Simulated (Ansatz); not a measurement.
Input and command of a plane-wave DFT calculation in Ansatz:

```yaml
crystal:
  lattice:
    - [0.0, 2.4935625, 2.429625]
    - [2.4935625, 0.0, 2.429625]
    - [2.4935625, 2.4935625, 0.0]
  atoms:
    - { symbol: Hf, position: [0.0, 0.0, 0.0] }
    - { symbol: O, position: [0.25, 0.25, 0.25] }
    - { symbol: O, position: [0.75, 0.75, 0.75] }
basis:
  ecutwfc: 500
kpoints:
  mp_grid: { grid: [8, 8, 8] }
hamiltonian:
  xc: r2scan
scf:
  occupations: { method: gaussian, width: 0.05 }
output:
  forces: true
  stress: true
  eigenvalues: true
```

```bash
ansatz run input.yaml --threads 1 --pin off --max-ram 2560MiB --backend cpu --events-out ev --progress --plain --runs-dir out
```

Processor: Intel(R) Xeon(R) 6975P-C (Granite Rapids), 1 thread, on a host shared with other jobs.

Task: Estimate time, memory and problem size.

Result: About 2.8 s on 1 thread of Intel(R) Xeon(R) 6975P-C (Granite Rapids) (shared host), peak memory 0.49 GiB. It solves 23 bands at 59 k points (the mesh reduced by symmetry) with about 741 plane waves, in 7 SCF iterations.
